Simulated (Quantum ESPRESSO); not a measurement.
## ZnGeAl6N8 (finding a planted mistake in a log)

A calculation, not a measurement. The program is pw.x of Quantum ESPRESSO 7.5 (plane-wave density functional theory). The cell is made up: 16 atoms on a doubled zincblende/diamond lattice, with randomly drawn elements, strain and displacements, not relaxed. PseudoDojo standard norm-conserving files (v0.5 for PBE, v0.4.1 for LDA and PBEsol) set the functional; there is no spin polarisation, spin-orbit coupling or dispersion term, and the masses in the input are unused placeholders.

Intended input:

```
&control calculation='scf', pseudo_dir='./dojo.nc.sr.pbe.v0_5.standard.upf', outdir='./o', disk_io='low', tprnfor=.true., tstress=.true. /
&system ibrav=0, nat=16, ntyp=4, nbnd=52, ecutwfc=84.00895049, nosym=.true., tot_charge=0,
 occupations='smearing', smearing='fd', degauss=0.0018374661
/
&electrons conv_thr=7.350e-09, electron_maxstep=60, /
ATOMIC_SPECIES
Al 1.0 Al.upf
Ge 1.0 Ge.upf
N 1.0 N.upf
Zn 1.0 Zn.upf
CELL_PARAMETERS angstrom
4.3682 0.0683 -0.0416
0.0683 4.4855 0.0276
-0.0833 0.0551 8.7068
ATOMIC_POSITIONS angstrom
Zn 0.1258 -0.0651 0.0906
Ge 0.049 2.2716 2.2719
Al 2.1838 -0.0785 2.1184
Al 2.2529 2.3568 -0.0233
Al 0.0319 0.0071 4.3575
Al -0.1253 2.2913 6.5013
Al 2.1668 0.1058 6.559
Al 2.1325 2.3324 4.3564
N 1.0725 1.0523 1.1149
N 1.1005 3.4463 3.2363
N 3.1824 1.2145 3.3822
N 3.2857 3.4804 1.1848
N 1.1161 1.3461 5.4245
N 0.9845 3.474 7.6537
N 3.245 1.2225 7.6336
N 3.2804 3.4592 5.4646
K_POINTS automatic
5 5 3 1 1 1
```

The log is shortened where brackets say so; the opening notice, blank lines, dates and the lines on written files are dropped, and the path of the files is cut. It prints rydbergs, bohrs and kilobars, and counts compression as positive stress. Where no state is partly filled, the Fermi energy that it prints is only some level between the filled and the empty states on the mesh, and need not lie in the true gap.

Log of the intended run:

```
     Program PWSCF v.7.5
     Parallel version (MPI & OpenMP), running on       4 processor cores
     Number of MPI processes:                 4
     Threads/MPI process:                     1
     [start-up lines left out]
     bravais-lattice index     =            0
     lattice parameter (alat)  =       8.2561  a.u.
     unit-cell volume          =    1150.8212 (a.u.)^3
     number of atoms/cell      =           16
     number of atomic types    =            4
     number of electrons       =        92.00
     number of Kohn-Sham states=           52
     kinetic-energy cutoff     =      84.0090  Ry
     charge density cutoff     =     336.0358  Ry
     scf convergence threshold =      7.3E-09
     mixing beta               =       0.7000
     number of iterations used =            8  plain     mixing
     Exchange-correlation= PBE
                           (   1   4   3   4   0   0   0)
     [axes and pseudopotential details left out]
   Cartesian axes
     site n.     atom                  positions (alat units)
         1        Zn     tau(   1) = (   0.0287942  -0.0149007   0.0207373  )
         2        Ge     tau(   2) = (   0.0112156   0.5199440   0.5200127  )
         3        Al     tau(   3) = (   0.4998476  -0.0179678   0.4848782  )
         4        Al     tau(   4) = (   0.5156638   0.5394453  -0.0053331  )
         5        Al     tau(   5) = (   0.0073016   0.0016251   0.9973833  )
         6        Al     tau(   6) = (  -0.0286798   0.5244531   1.4880754  )
         7        Al     tau(   7) = (   0.4959565   0.0242164   1.5012822  )
         8        Al     tau(   8) = (   0.4881056   0.5338605   0.9971316  )
         9        N      tau(   9) = (   0.2454833   0.2408598   0.2551882  )
        10        N      tau(  10) = (   0.2518922   0.7888198   0.7407531  )
        11        N      tau(  11) = (   0.7284160   0.2779856   0.7741480  )
        12        N      tau(  12) = (   0.7520602   0.7966249   0.2711876  )
        13        N      tau(  13) = (   0.2554629   0.3081073   1.2416078  )
        14        N      tau(  14) = (   0.2253411   0.7951600   1.7518469  )
        15        N      tau(  15) = (   0.7427445   0.2798167   1.7472462  )
        16        N      tau(  16) = (   0.7508471   0.7917725   1.2507862  )
     number of k points=    38  Fermi-Dirac smearing, width (Ry)=  0.0018
                       cart. coord. in units 2pi/alat
        k(    1) = (   0.0993253   0.0953721   0.0839774), wk =   0.0533333
        k(    2) = (   0.0961061   0.0974797  -0.2505894), wk =   0.0533333
     [further k points left out]
     Dense  grid:   119711 G-vectors     FFT dimensions: (  50,  50,  96)
     Estimated max dynamical RAM per process >     309.35 MB
     Estimated total dynamical RAM >       1.12 GB
     Initial potential from superposition of free atoms
     starting charge      91.9843, renormalised to      92.0000
     Starting wfcs are   75 randomized atomic wfcs
     total cpu time spent up to now is        6.0 secs
     per-process dynamical memory:   239.7 Mb
     Self-consistent Calculation
     iteration #  1     ecut=    84.01 Ry     beta= 0.70
     Davidson diagonalization with overlap
     ethr =  1.00E-02,  avg # of iterations =  3.0
     total cpu time spent up to now is       16.4 secs
     total energy              =    -789.35987023 Ry
     estimated scf accuracy    <       4.91074304 Ry
     iteration #  2     ecut=    84.01 Ry     beta= 0.70
     Davidson diagonalization with overlap
     ethr =  5.34E-03,  avg # of iterations =  3.1
     total cpu time spent up to now is       27.4 secs
     total energy              =    -790.28712119 Ry
     estimated scf accuracy    <       5.50695612 Ry
     [iterations 3 to 13 left out]
     iteration # 14     ecut=    84.01 Ry     beta= 0.70
     Davidson diagonalization with overlap
     ethr =  4.00E-11,  avg # of iterations =  2.5
     total cpu time spent up to now is      150.5 secs
     total energy              =    -791.53522442 Ry
     estimated scf accuracy    <       0.00000002 Ry
     iteration # 15     ecut=    84.01 Ry     beta= 0.70
     Davidson diagonalization with overlap
     ethr =  2.55E-11,  avg # of iterations =  2.0
     total cpu time spent up to now is      159.4 secs
     End of self-consistent calculation
     [lines on levels left out]
     the Fermi energy is    10.6689 ev
!    total energy              =    -791.53522442 Ry
     estimated scf accuracy    <          3.7E-09 Ry
     smearing contrib. (-TS)   =      -0.00000000 Ry
     internal energy E=F+TS    =    -791.53522442 Ry
     The total energy is F=E-TS. E is the sum of the following terms:
     one-electron contribution =    -596.49253230 Ry
     hartree contribution      =     351.45835865 Ry
     xc contribution           =    -151.98661497 Ry
     ewald contribution        =    -394.51443580 Ry
     convergence has been achieved in  15 iterations
     Forces acting on atoms (cartesian axes, Ry/au):
     atom    1 type  4   force =    -0.10861047    0.02687391   -0.02562623
     atom    2 type  2   force =    -0.04932550   -0.07557785   -0.06851992
     atom    3 type  1   force =    -0.06204117    0.15927354    0.07486250
     atom    4 type  1   force =    -0.01812383   -0.05133858   -0.02097977
     atom    5 type  1   force =    -0.04342806    0.05760613    0.07535275
     atom    6 type  1   force =     0.07371485   -0.03323918    0.10557771
     atom    7 type  1   force =    -0.03278442    0.01581950    0.02865032
     atom    8 type  1   force =     0.04739990    0.03819044    0.04039350
     atom    9 type  3   force =     0.08605436    0.17093178    0.11556051
     atom   10 type  3   force =     0.01239953   -0.01677489    0.03180888
     atom   11 type  3   force =     0.06019676   -0.03212806   -0.08289535
     atom   12 type  3   force =     0.05523672   -0.15470220   -0.03277943
     atom   13 type  3   force =    -0.05803153   -0.11343545    0.00740027
     atom   14 type  3   force =     0.12218765   -0.10114564   -0.12205862
     atom   15 type  3   force =    -0.04714164    0.05154231   -0.03298846
     atom   16 type  3   force =    -0.03770316    0.05810425   -0.09375868
     Total force =     0.516920     Total SCF correction =     0.000081
     Computing stress (Cartesian axis) and pressure
          total   stress  (Ry/bohr**3)                   (kbar)     P=       84.33
   0.00063430  -0.00048705  -0.00001571           93.31      -71.65       -2.31
  -0.00048705   0.00037603   0.00013669          -71.65       55.32       20.11
  -0.00001571   0.00013669   0.00070954           -2.31       20.11      104.38
     init_run     :      5.56s CPU      5.78s WALL (       1 calls)
     electrons    :    152.80s CPU    153.42s WALL (       1 calls)
     forces       :      2.24s CPU      2.26s WALL (       1 calls)
     stress       :      7.47s CPU      7.64s WALL (       1 calls)
     [timing details left out]
     PWSCF        :   2m48.30s CPU   2m49.43s WALL
     JOB DONE.
```

A second run was made from an input with one planted mistake. Its log:

```
     Program PWSCF v.7.5
     Parallel version (MPI & OpenMP), running on       4 processor cores
     Number of MPI processes:                 4
     Threads/MPI process:                     1
     [start-up lines left out]
     bravais-lattice index     =            0
     lattice parameter (alat)  =       8.1958  a.u.
     unit-cell volume          =    1125.8045 (a.u.)^3
     number of atoms/cell      =           16
     number of atomic types    =            4
     number of electrons       =        92.00
     number of Kohn-Sham states=           52
     kinetic-energy cutoff     =      84.0090  Ry
     charge density cutoff     =     336.0358  Ry
     scf convergence threshold =      7.3E-09
     mixing beta               =       0.7000
     number of iterations used =            8  plain     mixing
     Exchange-correlation= PBE
                           (   1   4   3   4   0   0   0)
     [axes and pseudopotential details left out]
   Cartesian axes
     site n.     atom                  positions (alat units)
         1        Zn     tau(   1) = (   0.0287985  -0.0148950   0.0207285  )
         2        Ge     tau(   2) = (   0.0112058   0.5199415   0.5200106  )
         3        Al     tau(   3) = (   0.4998586  -0.0179616   0.4848714  )
         4        Al     tau(   4) = (   0.5156759   0.5394479  -0.0053262  )
         5        Al     tau(   5) = (   0.0073092   0.0016140   0.9973884  )
         6        Al     tau(   6) = (  -0.0286832   0.5244607   1.4880702  )
         7        Al     tau(   7) = (   0.4959619   0.0242101   1.5012820  )
         8        Al     tau(   8) = (   0.4880994   0.5338681   0.9971348  )
         9        N      tau(   9) = (   0.2454908   0.2408563   0.2551979  )
        10        N      tau(  10) = (   0.2519007   0.7888123   0.7407610  )
        11        N      tau(  11) = (   0.7284253   0.2779785   0.7741479  )
        12        N      tau(  12) = (   0.7520590   0.7966287   0.2711996  )
        13        N      tau(  13) = (   0.2554746   0.3081143   1.2416110  )
        14        N      tau(  14) = (   0.2253387   0.7951531   1.7518454  )
        15        N      tau(  15) = (   0.7427439   0.2798230   1.7472570  )
        16        N      tau(  16) = (   0.7508600   0.7917636   1.2507878  )
     number of k points=    38  Fermi-Dirac smearing, width (Ry)=  0.0018
                       cart. coord. in units 2pi/alat
        k(    1) = (   0.0993254   0.0953709   0.0839776), wk =   0.0533333
        k(    2) = (   0.0961060   0.0974786  -0.2505898), wk =   0.0533333
     [further k points left out]
     Dense  grid:   117079 G-vectors     FFT dimensions: (  48,  50,  96)
     Estimated max dynamical RAM per process >     302.46 MB
     Estimated total dynamical RAM >       1.10 GB
     Initial potential from superposition of free atoms
     starting charge      91.9843, renormalised to      92.0000
     Starting wfcs are   75 randomized atomic wfcs
     total cpu time spent up to now is        6.2 secs
     per-process dynamical memory:   234.4 Mb
     Self-consistent Calculation
     iteration #  1     ecut=    84.01 Ry     beta= 0.70
     Davidson diagonalization with overlap
     ethr =  1.00E-02,  avg # of iterations =  3.0
     total cpu time spent up to now is       17.7 secs
     total energy              =    -789.33967174 Ry
     estimated scf accuracy    <       4.95293085 Ry
     iteration #  2     ecut=    84.01 Ry     beta= 0.70
     Davidson diagonalization with overlap
     ethr =  5.38E-03,  avg # of iterations =  3.1
     total cpu time spent up to now is       28.4 secs
     total energy              =    -790.32272987 Ry
     estimated scf accuracy    <       5.26358039 Ry
     [iterations 3 to 13 left out]
     iteration # 14     ecut=    84.01 Ry     beta= 0.70
     Davidson diagonalization with overlap
     ethr =  3.75E-11,  avg # of iterations =  2.0
     total cpu time spent up to now is      152.1 secs
     total energy              =    -791.51680141 Ry
     estimated scf accuracy    <       0.00000002 Ry
     iteration # 15     ecut=    84.01 Ry     beta= 0.70
     Davidson diagonalization with overlap
     ethr =  1.84E-11,  avg # of iterations =  2.0
     total cpu time spent up to now is      160.8 secs
     End of self-consistent calculation
     [lines on levels left out]
     the Fermi energy is    11.0751 ev
!    total energy              =    -791.51680141 Ry
     estimated scf accuracy    <          1.9E-09 Ry
     smearing contrib. (-TS)   =      -0.00000000 Ry
     internal energy E=F+TS    =    -791.51680141 Ry
     The total energy is F=E-TS. E is the sum of the following terms:
     one-electron contribution =    -592.05605770 Ry
     hartree contribution      =     350.17917185 Ry
     xc contribution           =    -152.22149535 Ry
     ewald contribution        =    -397.41842021 Ry
     convergence has been achieved in  15 iterations
     Forces acting on atoms (cartesian axes, Ry/au):
     atom    1 type  4   force =    -0.11533498    0.02706853   -0.02489065
     atom    2 type  2   force =    -0.05106245   -0.08061983   -0.07055032
     atom    3 type  1   force =    -0.06450917    0.16740048    0.08086386
     atom    4 type  1   force =    -0.01890569   -0.05355177   -0.01938972
     atom    5 type  1   force =    -0.04357149    0.05929857    0.08000819
     atom    6 type  1   force =     0.07756913   -0.03597307    0.11089123
     atom    7 type  1   force =    -0.03534015    0.01529072    0.02920827
     atom    8 type  1   force =     0.04984138    0.04276091    0.04113008
     atom    9 type  3   force =     0.09016016    0.18029016    0.11930092
     atom   10 type  3   force =     0.01328334   -0.01597932    0.03262189
     atom   11 type  3   force =     0.06165471   -0.03428850   -0.08789495
     atom   12 type  3   force =     0.05931822   -0.16129577   -0.03770526
     atom   13 type  3   force =    -0.06117978   -0.11892628    0.00907932
     atom   14 type  3   force =     0.12607591   -0.10607040   -0.13069754
     atom   15 type  3   force =    -0.04738841    0.05243309   -0.03255710
     atom   16 type  3   force =    -0.04061075    0.06216248   -0.09941822
     Total force =     0.542676     Total SCF correction =     0.000079
     Computing stress (Cartesian axis) and pressure
          total   stress  (Ry/bohr**3)                   (kbar)     P=      133.08
   0.00096440  -0.00052852  -0.00002949          141.87      -77.75       -4.34
  -0.00052852   0.00070870   0.00016008          -77.75      104.25       23.55
  -0.00002949   0.00016008   0.00104081           -4.34       23.55      153.11
     init_run     :      5.71s CPU      5.92s WALL (       1 calls)
     electrons    :    154.18s CPU    154.59s WALL (       1 calls)
     forces       :      2.19s CPU      2.22s WALL (       1 calls)
     stress       :      7.42s CPU      7.62s WALL (       1 calls)
     [timing details left out]
     PWSCF        :   2m49.84s CPU   2m50.77s WALL
     JOB DONE.
```

Question: what was wrong in the second input?

Answer: the cell and the positions are scaled by a wrong factor. The input lines that differ, file-writing options aside:

```
- 4.3682 0.0683 -0.0416
+ 4.3363 0.0678 -0.0413
- 0.0683 4.4855 0.0276
+ 0.0678 4.4528 0.0274
- -0.0833 0.0551 8.7068
+ -0.0827 0.0547 8.6432
- Zn 0.1258 -0.0651 0.0906
+ Zn 0.1249 -0.0646 0.0899
- Ge 0.049 2.2716 2.2719
+ Ge 0.0486 2.255 2.2553
- Al 2.1838 -0.0785 2.1184
+ Al 2.1679 -0.0779 2.1029
- Al 2.2529 2.3568 -0.0233
+ Al 2.2365 2.3396 -0.0231
- Al 0.0319 0.0071 4.3575
+ Al 0.0317 0.007 4.3257
- Al -0.1253 2.2913 6.5013
+ Al -0.1244 2.2746 6.4538
- Al 2.1668 0.1058 6.559
+ Al 2.151 0.105 6.5111
- Al 2.1325 2.3324 4.3564
+ Al 2.1169 2.3154 4.3246
- N 1.0725 1.0523 1.1149
+ N 1.0647 1.0446 1.1068
- N 1.1005 3.4463 3.2363
+ N 1.0925 3.4211 3.2127
- N 3.1824 1.2145 3.3822
+ N 3.1592 1.2056 3.3575
- N 3.2857 3.4804 1.1848
+ N 3.2617 3.455 1.1762
- N 1.1161 1.3461 5.4245
+ N 1.108 1.3363 5.3849
- N 0.9845 3.474 7.6537
+ N 0.9773 3.4486 7.5978
- N 3.245 1.2225 7.6336
+ N 3.2213 1.2136 7.5779
- N 3.2804 3.4592 5.4646
+ N 3.2565 3.4339 5.4247
```

|  | intended run | run with the mistake |
| --- | --- | --- |
| free energy (eV) | -10769.385 | -10769.135 |
| smearing term -TS (eV) | 0.0000 | 0.0000 |
| pressure (GPa) | 8.43 | 13.31 |
| largest force component (eV/Å) | 4.395 | 4.635 |
| largest change of a force component (eV/Å) |  | 0.241 |
| iterations | 15 | 15 |

For scale, a rerun of the intended cell at a cutoff of 1437 eV and k mesh 7 x 7 x 5 moved values by no more than 0.005 eV in energy, 0.02 GPa in stress and 0.002 eV/Å in force.